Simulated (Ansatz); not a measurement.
Consider the following.

SiNi2:
```cif
data_Ni8Si4
_chemical_formula_sum 'Ni8 Si4'
_space_group_name_H-M_alt 'Pnma'
_space_group_IT_number 62
_space_group_name_Hall '-P 2ac 2n'
_cell_length_a 4.94747
_cell_length_b 3.69255
_cell_length_c 7.00232
_cell_angle_alpha 90.000
_cell_angle_beta 90.000
_cell_angle_gamma 90.000
loop_
_atom_site_label
_atom_site_type_symbol
_atom_site_symmetry_multiplicity
_atom_site_Wyckoff_symbol
_atom_site_fract_x
_atom_site_fract_y
_atom_site_fract_z
_atom_site_occupancy
Ni1 Ni 4 c 0.04213 0.25000 0.70510 1
Ni2 Ni 4 c 0.17020 0.25000 0.05994 1
Si1 Si 4 c 0.21119 0.25000 0.38533 1
```

This is the r²SCAN-relaxed structure.

Problem. All from r²SCAN (plane waves, PAW; program Ansatz), unless another level is named. Give the electronic character.

Solution. metallic (no gap).

Problem. Next, the formation energy from the elements (no fitted shifts)?

Solution. -0.53 eV/atom.

Problem. Next, the density of states at the Fermi level?

Solution. 0.49 states/eV per atom (mean over ±0.08 eV).

The r²SCAN relaxation kept the symmetry of its start. The workflow began spin-polarised and lost its moments. The references are the lowest solids computed at this level, not always the standard phases.

Potentials: the later of the program's two PAW sets.
